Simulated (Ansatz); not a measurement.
LuF3 in space group P-3c1 (No. 165; Lu on 6f, F on 2a, F on 4d, F on 12g), r²SCAN (plane waves, PAW; program Ansatz). The conduction-band minimum lies at Γ, with 1 equivalent valley. Second derivatives d²E/dk² of the lowest band at one valley (eV·Å²), along Cartesian directions:

| direction | d²E/dk² |
|---|---|
| [100] | 15.68 |
| [010] | 15.68 |
| [001] | 15.09 |
| [110] | 15.68 |
| [101] | 15.39 |
| [011] | 15.39 |

Q: Find the principal effective masses, the density-of-states mass and the conductivity mass.

A: Off-diagonal terms follow from H_xy = H[110] − (H_xx + H_yy)/2, and m*/mₑ = 7.620 eV·Å² over each eigenvalue: 0.49, 0.49, 0.50. One valley's DOS mass (m₁m₂m₃)^(1/3) = 0.49, conductivity mass 3/(Σ 1/mᵢ) = 0.49 mₑ.

Q: What effective density of states Nc follows at 300 K for parabolic valleys?

A: Nc = 2.509e19 × 1 × (0.49)^(3/2) ≈ 8.6e18 cm⁻³.

The first step of the workflow began from a Materials Project structure, measured or hypothetical; the Crystallography Open Database copy checked does not list it. Whether it is the stable phase at ambient conditions was not checked. Symmetry was held in the r²SCAN relaxation; its stability against distortions is not shown here. Spin–orbit coupling is left out wherever it is not named.

Potentials: the later of the program's two PAW sets.

Edges and masses are those of Kohn–Sham bands, whose gap is no quasiparticle gap.
